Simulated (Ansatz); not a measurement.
LuPt$_{3}$:
```xyz
4
Lattice="4.0510 0.0000 0.0000 0.0000 4.0510 0.0000 0.0000 0.0000 4.0510" Properties=species:S:1:pos:R:3 pbc="T T T"
Pt     0.0000     2.0255     2.0255
Pt     2.0255     0.0000     2.0255
Pt     2.0255     2.0255     0.0000
Lu     0.0000     0.0000     0.0000
```

Relaxed with r²SCAN. Special points in fractions of this cell's reciprocal vectors: Γ (0.000, 0.000, 0.000); X (0.000, 0.500, 0.000); M (0.500, 0.500, 0.000); R (0.500, 0.500, 0.500).

Q: List the band energies nearest the Fermi level at these points for plane-wave PAW r²SCAN with spin–orbit coupling (Ansatz code).

A: In eV from the Fermi level; about four levels below and three above (degenerate sets whole), none deeper than 8.9 eV; points with the same levels are listed once.

```json
[
 {"k": "Γ", "below": "-1.06 -1.06 -1.06 -1.06 -0.12 -0.12", "above": "0.04 0.04 0.57 0.57 0.57 0.57"},
 {"k": "X", "below": "-1.74 -1.74 -0.71 -0.71", "above": "0.43 0.43 2.55 2.55"},
 {"k": "M", "below": "-1.41 -1.41 -1.10 -1.10", "above": "1.95 1.95 1.95 1.95"},
 {"k": "R", "below": "-0.30 -0.30 -0.21 -0.21", "above": "0.16 0.16 0.16 0.16"}
]
```

Space group Pm-3m (Cu3Au type). The workflow started from an entry of the Crystallography Open Database (COD). Its standing as an ambient phase is unchecked. The r²SCAN relaxation kept the symmetry of its start; whether a distortion lowers the energy is not shown. The run is not spin-polarised.

Potentials: the later of the program's two PAW sets.
